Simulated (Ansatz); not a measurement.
One stationary structure of SiGe. Space group P6₃mc (No. 186), AFLOW prototype AB_hP12_186_a2b_a2b (B6, as in SiC). All values below come from r2SCAN (plane waves to 500 eV, PAW, scalar-relativistic; Ansatz, an electronic-structure program).

Space group P6₃mc (No. 186); a = b = 3.9152 Å, c = 19.2513 Å, α = β = 90.00°, γ = 120.00°

```tsv
atom	site	symmetry	x	y	z
Ge	2a	3m.	0.0000	0.0000	0.0001
Ge	2b	3m.	0.6667	0.3333	0.3326
Ge	2b	3m.	0.3333	0.6667	0.1665
Si	2a	3m.	0.0000	0.0000	0.3745
Si	2b	3m.	0.6667	0.3333	0.2081
Si	2b	3m.	0.3333	0.6667	0.0419
```

Q: What band gap does r2SCAN give?

A: 0.74 eV, indirect (valence top at Γ, conduction bottom at k = (0, 0.375, 0)) (no spin-orbit coupling).

Q: What is the computed smallest direct gap (r2SCAN)?

A: 1.05 eV at Γ.

No spin polarisation in the result.

The run could not lose the symmetry of its start.

The first start was generated by placing the elements on the sites of a structure type. Materials Project lists a structure of SiGe in the same space group, P6₃mc (No. 186); the sites were not compared with it, nor with measured phases.
